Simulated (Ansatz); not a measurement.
# Zn₅Se₃S₂ (I-4m2)

Theory: DFT PBE, scalar-relativistic, plane waves, PAW in Ansatz 0.2.0.

Plane waves to 420 eV, a k mesh through Γ of 10×10×10 on the computed 10-atom cell and Gaussian smearing (0.02 eV); no spin polarisation.

The structure is relaxed at this level of theory with its symmetry kept, and needn't be the ground state of this composition.

```
Zn Se S
1.0
    -1.98548    1.98548   14.03701
     1.98548   -1.98548   14.03701
     1.98548    1.98548  -14.03701
Zn Se S
5 3 2
Direct
  0.25000 0.75000 0.50000
  0.85422 0.35422 0.50000
  0.44797 0.94797 0.50000
  0.05203 0.55203 0.50000
  0.64578 0.14578 0.50000
  0.19790 0.19790 0.00000
  0.80210 0.80210 0.00000
  0.00000 0.00000 0.00000
  0.59891 0.59891 0.00000
  0.40109 0.40109 0.00000
```

Q: Formation energy from the elements' standard states (uncorrected)?

A: -0.748 eV/atom.

Q: Kohn–Sham band gap?

A: 1.41 eV.

Q: Orbital (Löwdin) character of the top 1 eV of the valence band?

A: Se 4p 67 %, S 3p 22 %.

Q: Orbital (Löwdin) character of the lowest 1 eV of the conduction band?

A: Zn 4s 56 %, Se 4s 12 %, Se 4p 11 %, S 3s 10 %, S 3p 7 %, unprojected 4 %.

Q: Bader charge by site (e)?

A: Zn (1 in the cell) 0.75, Zn (2 in the cell) 0.82, Zn (2 in the cell) 0.82, Se (2 in the cell) -0.75, Se (1 in the cell) -0.75, S (2 in the cell) -0.88.

The cell was found from a structure generator's guess, not taken from experiment. Kohn–Sham gaps at this level usually fall short of measured ones. Löwdin shares on free-atom orbitals overweight diffuse shells in the empty bands.
